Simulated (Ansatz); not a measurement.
Given:

ZrN:
```cif
data_NZr
_chemical_formula_sum 'Zr1 N1'
_space_group_name_H-M_alt 'P 1'
_space_group_IT_number 1
_cell_length_a 3.24887
_cell_length_b 3.24887
_cell_length_c 3.24887
_cell_angle_alpha 60.000
_cell_angle_beta 60.000
_cell_angle_gamma 60.000
loop_
_space_group_symop_operation_xyz
  'x, y, z'
loop_
_atom_site_label
_atom_site_type_symbol
_atom_site_fract_x
_atom_site_fract_y
_atom_site_fract_z
_atom_site_occupancy
Zr1 Zr 0.50000 0.50000 0.50000 1
N1 N 0.00000 0.00000 0.00000 1
```

This is the PBE-relaxed structure.

Task: All from the program Ansatz at the PBE level (PAW), unless another level is named. Estimate the Debye temperature from the elastic constants.

Result: 658 K.

Task: Next, the highest zone-centre frequency?

Result: 476 cm^-1.

Space group Fm-3m (rock salt). The cell was relaxed with PBE under the symmetry of its start; of distortions, only those at the zone centre were tested. No spin polarisation was allowed. As this level gives no gap, shear constants depend on the k-mesh and smearing (Fermi–Dirac, 0.1 eV here). As this level gives no gap, phonon frequencies hold no LO–TO term and depend on the k-mesh and smearing (Fermi–Dirac, 0.1 eV here).

Potentials: the later of the program's two PAW sets.
